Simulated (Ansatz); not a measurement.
Data:

Cs2YAgCl6:
```
Cs2YAgCl6
1.0
    0.00000     5.28653     5.28653
    5.28653     0.00000     5.28653
    5.28653     5.28653     0.00000
Cs Y Ag Cl
2 1 1 6
Cartesian
  7.92980   7.92980   7.92980
  2.64327   2.64327   2.64327
  5.28653   5.28653   5.28653
  0.00000   0.00000   0.00000
  2.67992   5.28653   5.28653
  7.89315   5.28653   5.28653
  5.28653   2.67992   5.28653
  5.28653   7.89315   5.28653
  5.28653   5.28653   2.67992
  5.28653   5.28653   7.89315
```

This is the PBEsol-relaxed structure.

**Question.** All from PBEsol (plane waves, PAW; program Ansatz), unless another level is named. Predict the bulk modulus (Birch–Murnaghan fit).

**Answer.** 29.5 GPa.

**Question.** And the elastic constants (relaxed ions, GPa)?

**Answer.** C11 = 44.5, C12 = 22.2, C44 = 9.0.

Space group Fm-3m. The workflow started from a Materials Project entry (that database holds measured and hypothetical structures alike); the Crystallography Open Database copy checked does not list it. Its standing as an ambient phase is unchecked. The PBEsol relaxation kept the symmetry of its start; whether a distortion lowers the energy is not shown. No spin polarisation was allowed. Scalar-relativistic: spin–orbit coupling is off unless named, which matters more the heavier the elements.

Potentials: the later of the program's two PAW sets.
